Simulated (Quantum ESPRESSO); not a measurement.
## Si3O3NF2 (input and log of a self-consistent run)

Computed values, not a measurement. The program is pw.x of Quantum ESPRESSO 7.5 (plane-wave density functional theory). The cell is made up: 9 atoms on a quartz lattice, with randomly drawn elements, strain and displacements, not relaxed. PseudoDojo standard norm-conserving files (v0.5 for PBE, v0.4.1 for LDA and PBEsol) set the functional; there is no spin polarisation, spin-orbit coupling or dispersion term, and the masses in the input are unused placeholders. A spin-polarised start on this cell or one of its family kept no moment above 0.05 Bohr magneton at the same smearing; a narrower smearing was not tried.

Input:

```
&control calculation='scf', pseudo_dir='./dojo.nc.sr.pbe.v0_5.standard.upf', outdir='./o', disk_io='low', tprnfor=.true., tstress=.true. /
&system ibrav=0, nat=9, ntyp=4, nbnd=35, ecutwfc=84.00895049, nosym=.true., tot_charge=0,
 occupations='smearing', smearing='fd', degauss=0.0073498644
/
&electrons conv_thr=7.350e-09, electron_maxstep=60, /
ATOMIC_SPECIES
F 1.0 F.upf
N 1.0 N.upf
O 1.0 O.upf
Si 1.0 Si.upf
CELL_PARAMETERS angstrom
5.1502 0.0229 -0.0257
-2.5553 4.4606 -0.0036
-0.0283 -0.0208 5.7084
ATOMIC_POSITIONS angstrom
Si 2.3569 -0.0022 3.7066
Si -1.1136 2.1173 1.9286
Si 1.3479 2.491 0.0418
O 1.4199 1.2136 4.4836
O 3.3498 0.7123 2.4331
O 2.9401 2.6562 0.6145
N 0.3014 1.8567 1.2142
F -1.1101 3.2857 3.0307
F 0.6839 3.8669 4.997
K_POINTS automatic
7 7 6 1 1 1
```

The log is shortened where brackets say so; the opening notice, blank lines, dates and the lines on written files are dropped, and the path of the files is cut. It prints rydbergs, bohrs and kilobars, and counts compression as positive stress.

```
     Program PWSCF v.7.5
     Parallel version (MPI & OpenMP), running on       4 processor cores
     Number of MPI processes:                 4
     Threads/MPI process:                     1
     [start-up lines left out]
     bravais-lattice index     =            0
     lattice parameter (alat)  =       9.7327  a.u.
     unit-cell volume          =     887.1901 (a.u.)^3
     number of atoms/cell      =            9
     number of atomic types    =            4
     number of electrons       =        49.00
     number of Kohn-Sham states=           35
     kinetic-energy cutoff     =      84.0090  Ry
     charge density cutoff     =     336.0358  Ry
     scf convergence threshold =      7.3E-09
     mixing beta               =       0.7000
     number of iterations used =            8  plain     mixing
     Exchange-correlation= PBE
                           (   1   4   3   4   0   0   0)
     [axes and pseudopotential details left out]
   Cartesian axes
     site n.     atom                  positions (alat units)
         1        Si     tau(   1) = (   0.4576225  -0.0004272   0.7196841  )
         2        Si     tau(   2) = (  -0.2162198   0.4111011   0.3744625  )
         3        Si     tau(   3) = (   0.2617121   0.4836597   0.0081160  )
         4        O      tau(   4) = (   0.2756919   0.2356361   0.8705487  )
         5        O      tau(   5) = (   0.6504068   0.1383022   0.4724177  )
         6        O      tau(   6) = (   0.5708583   0.5157354   0.1193131  )
         7        N      tau(   7) = (   0.0585207   0.3605022   0.2357526  )
         8        F      tau(   8) = (  -0.2155402   0.6379610   0.5884494  )
         9        F      tau(   9) = (   0.1327880   0.7508084   0.9702319  )
     number of k points=   147  Fermi-Dirac smearing, width (Ry)=  0.0073
     Number of k-points >= 100: set verbosity='high' to print them.
     Dense  grid:    92321 G-vectors     FFT dimensions: (  60,  60,  64)
     Estimated max dynamical RAM per process >     349.95 MB
     Estimated total dynamical RAM >       1.30 GB
     Initial potential from superposition of free atoms
     starting charge      48.9981, renormalised to      49.0000
     Starting wfcs are   36 randomized atomic wfcs
     total cpu time spent up to now is        7.3 secs
     per-process dynamical memory:   307.8 Mb
     Self-consistent Calculation
     iteration #  1     ecut=    84.01 Ry     beta= 0.70
     Davidson diagonalization with overlap
     ethr =  1.00E-02,  avg # of iterations =  3.1
     total cpu time spent up to now is       27.5 secs
     total energy              =    -243.06025017 Ry
     estimated scf accuracy    <       2.56149973 Ry
     iteration #  2     ecut=    84.01 Ry     beta= 0.70
     Davidson diagonalization with overlap
     ethr =  5.23E-03,  avg # of iterations =  3.2
     total cpu time spent up to now is       45.8 secs
     total energy              =    -243.21476624 Ry
     estimated scf accuracy    <       4.36295928 Ry
     iteration #  3     ecut=    84.01 Ry     beta= 0.70
     Davidson diagonalization with overlap
     ethr =  5.23E-03,  avg # of iterations =  2.0
     total cpu time spent up to now is       61.3 secs
     total energy              =    -244.20020971 Ry
     estimated scf accuracy    <       0.24835063 Ry
     iteration #  4     ecut=    84.01 Ry     beta= 0.70
     Davidson diagonalization with overlap
     ethr =  5.07E-04,  avg # of iterations =  2.0
     total cpu time spent up to now is       75.9 secs
     total energy              =    -244.21492238 Ry
     estimated scf accuracy    <       0.04118869 Ry
     iteration #  5     ecut=    84.01 Ry     beta= 0.70
     Davidson diagonalization with overlap
     ethr =  8.41E-05,  avg # of iterations =  5.7
     total cpu time spent up to now is       94.7 secs
     total energy              =    -244.22302947 Ry
     estimated scf accuracy    <       0.00224450 Ry
     [iterations 6 to 7 left out]
     iteration #  8     ecut=    84.01 Ry     beta= 0.70
     Davidson diagonalization with overlap
     ethr =  8.12E-08,  avg # of iterations =  2.3
     total cpu time spent up to now is      155.4 secs
     total energy              =    -244.22376551 Ry
     estimated scf accuracy    <       0.00000999 Ry
     iteration #  9     ecut=    84.01 Ry     beta= 0.70
     Davidson diagonalization with overlap
     ethr =  2.04E-08,  avg # of iterations =  2.0
     total cpu time spent up to now is      171.7 secs
     total energy              =    -244.22376735 Ry
     estimated scf accuracy    <       0.00000223 Ry
     iteration # 10     ecut=    84.01 Ry     beta= 0.70
     Davidson diagonalization with overlap
     ethr =  4.54E-09,  avg # of iterations =  2.0
     total cpu time spent up to now is      187.0 secs
     total energy              =    -244.22376782 Ry
     estimated scf accuracy    <       0.00000010 Ry
     iteration # 11     ecut=    84.01 Ry     beta= 0.70
     Davidson diagonalization with overlap
     ethr =  1.95E-10,  avg # of iterations =  2.8
     total cpu time spent up to now is      203.5 secs
     total energy              =    -244.22376783 Ry
     estimated scf accuracy    <       0.00000002 Ry
     iteration # 12     ecut=    84.01 Ry     beta= 0.70
     Davidson diagonalization with overlap
     ethr =  4.16E-11,  avg # of iterations =  2.0
     total cpu time spent up to now is      219.2 secs
     End of self-consistent calculation
     Number of k-points >= 100: set verbosity='high' to print the bands.
     the Fermi energy is     6.1452 ev
!    total energy              =    -244.22376783 Ry
     estimated scf accuracy    <          3.7E-09 Ry
     smearing contrib. (-TS)   =      -0.00480661 Ry
     internal energy E=F+TS    =    -244.21896122 Ry
     The total energy is F=E-TS. E is the sum of the following terms:
     one-electron contribution =    -133.13393080 Ry
     hartree contribution      =      90.70589717 Ry
     xc contribution           =     -63.01986228 Ry
     ewald contribution        =    -138.77106530 Ry
     convergence has been achieved in  12 iterations
     Forces acting on atoms (cartesian axes, Ry/au):
     atom    1 type  4   force =     0.04124324    0.29432992   -0.03227508
     atom    2 type  4   force =    -0.07846470   -0.15537480   -0.24074767
     atom    3 type  4   force =     0.06424514   -0.20113570    0.11486393
     atom    4 type  3   force =     0.03362764    0.00341528   -0.01322115
     atom    5 type  3   force =    -0.04150487   -0.01591835    0.09026041
     atom    6 type  3   force =    -0.03268914    0.01537345    0.01951554
     atom    7 type  2   force =     0.07167534    0.04790487   -0.03396937
     atom    8 type  1   force =    -0.11457705   -0.00388246    0.03829695
     atom    9 type  1   force =     0.05644439    0.01528779    0.05727644
     Total force =     0.527664     Total SCF correction =     0.000080
     Computing stress (Cartesian axis) and pressure
          total   stress  (Ry/bohr**3)                   (kbar)     P=       11.74
  -0.00005725   0.00006924   0.00043015           -8.42       10.19       63.28
   0.00006924   0.00027595   0.00020289           10.19       40.59       29.85
   0.00043015   0.00020289   0.00002069           63.28       29.85        3.04
     init_run     :      6.80s CPU      7.26s WALL (       1 calls)
     electrons    :    210.76s CPU    211.91s WALL (       1 calls)
     forces       :      3.00s CPU      3.00s WALL (       1 calls)
     stress       :     10.82s CPU     10.84s WALL (       1 calls)
     [timing details left out]
     PWSCF        :   3m51.58s CPU   3m53.36s WALL
     JOB DONE.
```

In other units: free energy -3322.834 eV for the cell, pressure 1.17 GPa, largest force component 7.568 eV/Å. A rerun of this cell at a cutoff of 1437 eV and k mesh 9 x 9 x 8 moved values by no more than 0.003 eV in energy, 0.02 GPa in stress and 0.002 eV/Å in force.